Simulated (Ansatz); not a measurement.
In$_{2}$SeS:
```
In2SeS
1.0
    4.05109     0.00000     0.00000
   -2.02555     3.50835     0.00000
    0.00000     0.00000     9.58226
In Se S
2 1 1
Direct
  0.00000   0.00000   0.44550
  0.33333   0.66667   0.03455
  0.33333   0.66667   0.57337
  0.00000   0.00000   0.19458
```

Relaxed with r²SCAN. Special points in fractions of this cell's reciprocal vectors: Γ (0.000, 0.000, 0.000); M (0.500, 0.000, 0.000); K (0.333, 0.333, 0.000); A (0.000, 0.000, 0.500); L (0.500, 0.000, 0.500); H (0.333, 0.333, 0.500).

Question: List the band energies nearest the valence-band maximum at these points for plane-wave PAW r²SCAN with spin–orbit coupling (Ansatz code).

Answer: In eV from the valence-band maximum; about four levels below and three above (degenerate sets whole), none deeper than 8.9 eV; points with the same levels are listed once.

| k | below | above |
|---|---|---|
| Γ | -1.37 -1.37 -1.28 -1.28 | 1.21 1.21 3.03 3.03 |
| M | -1.92 -1.92 -0.54 -0.54 | 1.46 1.46 2.53 2.53 |
| K | -2.80 -2.75 -0.02 0.00 | 2.20 2.21 2.28 |
| A | -1.29 -1.29 -0.90 -0.90 | 0.82 0.82 2.83 2.83 |
| L | -1.92 -1.92 -0.69 -0.69 | 1.22 1.22 2.60 2.60 |
| H | -2.68 -2.63 -0.24 -0.22 | 1.96 2.08 2.45 |

Space group P3m1. The start of the workflow was typed in or built on a structure type; neither database checked (COD, Materials Project) lists it. Whether it is the stable phase at ambient conditions was not checked. The r²SCAN relaxation kept the symmetry of its start; its stability against distortions is not shown here.

Potentials: the earlier of the program's two PAW sets. The files were generated under PBE; for other functionals the program regenerates the frozen cores, and for LDA and PBEsol the local potential too.
